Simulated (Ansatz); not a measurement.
LiNbO3 (space group R-3)

```
CELL_PARAMETERS angstrom
      2.59760     1.49972     4.72631
     -2.59760     1.49972     4.72631
      0.00000    -2.99945     4.72631
ATOMIC_POSITIONS crystal
  Li 0.35682 0.35682 0.35682
  Li 0.64318 0.64318 0.64318
  Nb 0.14446 0.14446 0.14446
  Nb 0.85554 0.85554 0.85554
  O  0.21570 0.56109 0.95688
  O  0.78430 0.43891 0.04312
  O  0.56109 0.95688 0.21570
  O  0.43891 0.04312 0.78430
  O  0.95688 0.21570 0.56109
  O  0.04312 0.78430 0.43891
```

The slice is a (1 -1 0 2) plane (indices of the conventional cell) through the point (0.043, 0.784, 0.439) (fractional), spanned by u = [1 0 -1] and v = [010] in vectors of this cell: u (5.20 Å) and v (5.60 Å, at 90° to u). It covers one period; positions are fractions (u, v).

The numbers are results of PBEsol (plane waves to 420 eV, PAW, scalar-relativistic; Ansatz, a program for electronic structure), not measurements. k mesh 8×8×8. Near the nuclei the fields are pseudised (PAW); where an atom keeps semicore shells as valence, they peak there. LiNbO3 is run without spin polarisation. LiNbO3 was relaxed with its symmetry unable to fall. This is one of several known forms of LiNbO3; the measured ambient cells at hand have space group No. 161.

Three fields on this plane, each scaled to ten steps between its own extremes (0 low, 9 high; the total valence density on a logarithmic scale, the potential cut 8 eV below its top; x marks points blanked near nuclei; v = 0 in the bottom row):

Map A
```
|xxx95100000000039xx|
|xxx83000000000027xx|
|9984100000110000389|
|5520000000000000024|
|0000000000000xx0000|
|0000001100000x00000|
|2000013310000002565|
|7300123310000048999|
|x72011210000038xxxx|
|x83001000000159xxxx|
|x93000111000159xxxx|
|x72111122110038xxxx|
|x313421222100138xxx|
|3147x62121101223676|
|114xx73111113531122|
|2136x62112213652112|
|7533431124323431147|
|xxx31001455321114xx|
|xxx73001344310027xx|
|xxx95100122110039xx|
```

Map B
```
|xxx74211223332347xx|
|xxx53100122222235xx|
|7653100001222212356|
|4332100001222221133|
|1111111111112xx1011|
|1001222211101x11111|
|3211233321000123443|
|5322233321000135676|
|x53233332100135xxxx|
|x74333332110247xxxx|
|x85444443211257xxxx|
|x76555554322357xxxx|
|x777876654334578xxx|
|6689x97655455677787|
|568xx98655567887665|
|6789x97555678987555|
|8888875556678876667|
|xxx76544566776666xx|
|xxx75333455555557xx|
|xxx85322344443458xx|
```

Map C
```
|xxx72000000000016xx|
|xxx31000000000002xx|
|5531000000000000124|
|1110000000000000001|
|0000000000000xx0000|
|0000000000000x00000|
|0000011000000001111|
|2000011000000013554|
|x20000000000014xxxx|
|x51000000000027xxxx|
|x81000000000029xxxx|
|x71000111000028xxxx|
|x310011210000149xxx|
|2100x01110000023454|
|000xx00000000001100|
|1110x00000110000000|
|5432100012321000124|
|xxx41000134320014xx|
|xxx82000123210017xx|
|xxx92000011100029xx|
```

Task: Assign the maps to these fields: density of the highest valence band (whole band, smooth part); electron localisation function (ELF); valence electron density.

Result: A is the electron localisation function (ELF); B is the valence electron density; C is the density of the highest valence band (whole band, smooth part).
